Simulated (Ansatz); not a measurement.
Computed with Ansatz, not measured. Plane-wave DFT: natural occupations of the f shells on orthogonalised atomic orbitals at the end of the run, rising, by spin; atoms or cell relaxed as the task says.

```
cell
1.0
     4.1635   -4.1635    0.0000
    -4.1635   -4.1635    0.0000
     0.0000    0.0000   -9.7651
Gd Ir Si
4 4 12
Direct
  0.0000 0.5000 0.4983
  0.5000 0.5000 0.9983
  0.5000 0.0000 0.4983
  0.0000 0.0000 0.9983
  0.0000 0.0000 0.6534
  0.5000 0.0000 0.1534
  0.5000 0.5000 0.6534
  0.0000 0.5000 0.1534
  0.0000 0.0000 0.4158
  0.5000 0.0000 0.9158
  0.5000 0.5000 0.4158
  0.0000 0.5000 0.9158
  0.2500 0.2500 0.2655
  0.7500 0.2500 0.7655
  0.7500 0.7500 0.2655
  0.2500 0.7500 0.7655
  0.7500 0.2500 0.2655
  0.2500 0.2500 0.7655
  0.2500 0.7500 0.2655
  0.7500 0.7500 0.7655
```

Starting moments (μB): Gd number 1 7.57, Gd number 2 7.57, Gd number 3 7.57, Gd number 4 7.57; others 0.

cell charge: 0 e
spin: collinear
scf start: atoms
lower state search: off
functional: PBEsol
wave cutoff: 420 eV
k mesh: 4, 4, 2
k shift: 0.5, 0.5, 0.5 mesh steps
gaussian smearing: 0.05 eV
task: single point

How are the f shells occupied at the end?



| shell atom | shell element | shell spin | shell occupation 1 (e) | shell occupation 2 (e) | shell occupation 3 (e) | shell occupation 4 (e) | shell occupation 5 (e) | shell occupation 6 (e) | shell occupation 7 (e) |
| --- | --- | --- | --- | --- | --- | --- | --- | --- | --- |
| 1 | Gd | up | 1 | 1 | 1 | 1 | 1 | 1 | 1 |
| 1 | Gd | down | 0.01 | 0.01 | 0.03 | 0.03 | 0.04 | 0.04 | 0.04 |
| 2 | Gd | up | 1 | 1 | 1 | 1 | 1 | 1 | 1 |
| 2 | Gd | down | 0.01 | 0.01 | 0.03 | 0.03 | 0.04 | 0.04 | 0.04 |
| 3 | Gd | up | 1 | 1 | 1 | 1 | 1 | 1 | 1 |
| 3 | Gd | down | 0.01 | 0.01 | 0.03 | 0.03 | 0.04 | 0.04 | 0.04 |
| 4 | Gd | up | 1 | 1 | 1 | 1 | 1 | 1 | 1 |
| 4 | Gd | down | 0.01 | 0.01 | 0.03 | 0.03 | 0.04 | 0.04 | 0.04 |

Caveats: Gd without a U keeps its half-filled shell, but its 4f levels lie too near the Fermi level; occupations loosely converged; open f or d shells may hold a state above the lowest.
